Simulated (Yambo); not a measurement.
**How GW settings move the gap: AlP**

G0W0@PBE for AlP (zinc blende, space group F-43m, No. 216) in Yambo. Reference settings: 4×4×4 Γ-centred k mesh, 148 bands and a 14 Ry block in the screening, 148 bands in G with the Bruneval-Gonze terminator, plasmon pole fitted at 27.2 eV. The PBE gap Γ → X on this mesh is 1.59 eV; G0W0 gaps are taken between the same points.

| change from the reference | G0W0 gap Γ → X (eV) | shift of the valence edge (eV) | rough Yambo cost |
|---|---|---|---|
| reference settings | 2.44 | -0.88 | 1 |
| 47 bands in W, 47 bands in G | 2.37 | -0.70 | about 1/3 |
| 90 bands in W, 90 bands in G | 2.42 | -0.83 | within a factor of two |
| 47 bands in G | 2.44 | -0.88 | – |
| 90 bands in G | 2.44 | -0.88 | – |
| 61 bands in W | 2.39 | -0.76 | within a factor of two |
| 2 Ry block | 2.03 | -0.36 | about 1/6 |
| 6 Ry block | 2.32 | -0.73 | about 1/4 |
| 11 Ry block | 2.42 | -0.86 | about 1/2 |
| pole fitted at 10 eV | 2.39 | -0.71 | – |
| no random integration | 2.40 | -0.69 | – |
| 47 bands in G, no terminator | 2.32 | -0.62 | – |
| 90 bands in G, no terminator | 2.39 | -0.79 | – |
| no terminator | 2.42 | -0.85 | – |

The reference isn't shown to be the converged limit. Costs are rough (shared machines), scaled to the same edge states, and given only for runs that recompute the screening.

Geometry of the Materials Project entry, not relaxed at this level; primitive cell a = b = c = 3.8700 Å, α = β = γ = 60.00°.

A shift is the quasiparticle energy of the state minus its PBE energy.
